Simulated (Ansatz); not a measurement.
LaRe (CsCl-type structure)

Computed with Ansatz (plane waves, PAW, 500 eV cutoff): r²SCAN, scalar-relativistic, no spin polarisation, Γ-centred 10×10×10 mesh, 0.05 eV Gaussian smearing; PAW files: Ansatz's generated set soft_2.

```xyz
2
Lattice="3.5733 0.0000 0.0000 0.0000 3.5733 0.0000 0.0000 0.0000 3.5733" Properties=species:S:1:pos:R:3 pbc="T T T"
La    0.0000    0.0000    0.0000
Re    1.7867    1.7867    1.7867
```

The cell came from substitution into a structure type; no database entry of this phase was matched, which doesn't show that none exists.

The cell has space group Pm-3m (read at 0.01 Å). In it the stress is 0.00, 0.00, 0.00, 0.00, 0.00, 0.00 GPa and the largest force component 0.000 eV/Å. Each change below starts from this cell, without further relaxation. Stress is in GPa, positive in compression, in the order xx, yy, zz, yz, xz, xy; energies are counted from the cell above and are free energies with the smearing's entropy, which match forces and stress in a metal.

**Question.** What happens when atom 2 (Re) is moved by 0.20 Å along z?

**Answer.** The energy changes by 73.2 meV per cell, and the force on it along the shift is -0.745 eV/Å (−F/u = 3.72 eV/Å²). Stress: 0.93, 0.93, -0.33, 0.00, 0.00, 0.00.
```tsv
atom	Fx (eV/Å)	Fy	Fz
La1	0.000	0.000	0.745
Re2	0.000	0.000	-0.745
```
In a harmonic crystal the energy would rise by −½F·u = ½ × 3.72 × 0.20² eV = 74.5 meV, which matches.

**Question.** What stress follows from an engineering strain of 3 % in xx, atoms carried along?

**Answer.** -3.00, -2.28, -2.28, 0.00, 0.00, 0.00 GPa; the energy changes by 13.8 meV per cell.
The change of the stress over the strain gives a clamped-atom stiffness of about 100 GPa for this component, a secant value that lies under the elastic constant in tension and over it in compression, by several per cent for each per cent of strain.
In a harmonic crystal the energy would rise by V(½Cε² − σ₀ε), with σ₀ the stress of the unstrained cell, = 12.8 meV, close to the run's value; the rest has the sign of the anharmonic part, which a secant stiffness overstates.

**Question.** All atoms and the cell are disturbed at random:
```
CELL_PARAMETERS angstrom
3.59993 -0.02766 0.02066
-0.02766 3.56206 0.00024
0.02066 0.00024 3.59865
ATOMIC_POSITIONS crystal
La 0.99717 0.97726 0.00030
Re 0.50283 0.52274 0.49970
```
Give the energy change, the stress and the forces.

**Answer.** 47.8 meV per cell; stress -0.62, -0.96, -0.61, 0.01, 0.22, -0.11 GPa.
```
atom  Fx (eV/Å)      Fy      Fz
 La1      0.071   0.574  -0.005
 Re2     -0.071  -0.574   0.005
```

No spin–orbit coupling, a notable omission for heavy elements.
